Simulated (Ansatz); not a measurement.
An elastic tensor (GPa, Voigt order, standard axes) from PBEsol in the plane-wave PAW code Ansatz:

```
 281  45.4  45.4   0.0   0.0   0.0
45.4   281  45.4   0.0   0.0   0.0
45.4  45.4   281   0.0   0.0   0.0
 0.0   0.0   0.0  -109   0.0   0.0
 0.0   0.0   0.0   0.0  -109   0.0
 0.0   0.0   0.0   0.0   0.0  -109
```

Question: Pick the material that matches.
A. MgS, rock salt
B. ZrMo, rock salt
C. Mo3Ir, Cu3Au type
D. MoRu3, Cu3Au type

Answer: B, ZrMo, rock salt

Space group Fm-3m (rock salt). The start of the workflow was typed in or built on a structure type; neither database checked (COD, Materials Project) lists it. Its standing as an ambient phase is unchecked. Symmetry was held in the PBEsol relaxation. At this level the phase is mechanically unstable. The run is not spin-polarised. Its formation energy is positive at this level, so the cell may be metastable or incomplete. As this level gives no gap, shear constants depend on the k-mesh and smearing (Fermi–Dirac, 0.1 eV here).

Potentials: the earlier of the program's two PAW sets. The files were generated under PBE; for other functionals the program regenerates the frozen cores, and for LDA and PBEsol the local potential too.
